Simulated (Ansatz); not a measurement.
## ¹⁷⁶Lu nuclear quadrupole resonance in Lu

Cell: an entry of the Crystallography Open Database (COD), taken as it stands.

```xyz
2
Lattice="3.5099 0.0000 0.0000 -1.7549 3.0397 0.0000 0.0000 0.0000 5.5666" Properties=species:S:1:pos:R:3 pbc="T T T"
Lu    0.0000    2.0264    1.3917
Lu    1.7549    1.0132    4.1749
```

Atoms are numbered from 1 in the order listed; like atoms form one site, named after its first atom.

Level of theory: DFT, PBE, plane waves and PAW, scalar-relativistic, 420 eV cutoff, Γ-centred 11×11×6 k-points, Fermi–Dirac smearing 0.05 eV (Ansatz 0.2.0).

¹⁷⁶Lu: I = 7, Q = 4970 mb (year-2017 value). Static lattice, zero field.

**Question.** The simulated lines lie at 4.91, 14.7, 24.5, 34.4, 44.2, 54.0, 63.8 MHz. What are |C_Q|, η and |V_zz| at Lu?

**Answer.** The lines follow from diagonalising the quadrupole Hamiltonian. Here |C_Q| = 596 MHz, η = 0.00 and |V_zz| = 4.96 × 10²¹ V/m². The calculation gives V_zz positive; the lines don't show the sign. The site has 12 Lu at 3.44–3.51 Å.

An axis of threefold or higher order runs through Lu, so V_zz lies along it and η is zero.

With no gap above 0.1 eV, as in a metal, the gradients converge slowly in k; expect changes of a tenth or more on a denser mesh. Without spin–orbit coupling the gradients at and beside Lu can be off by some per cent, at some sites by more.
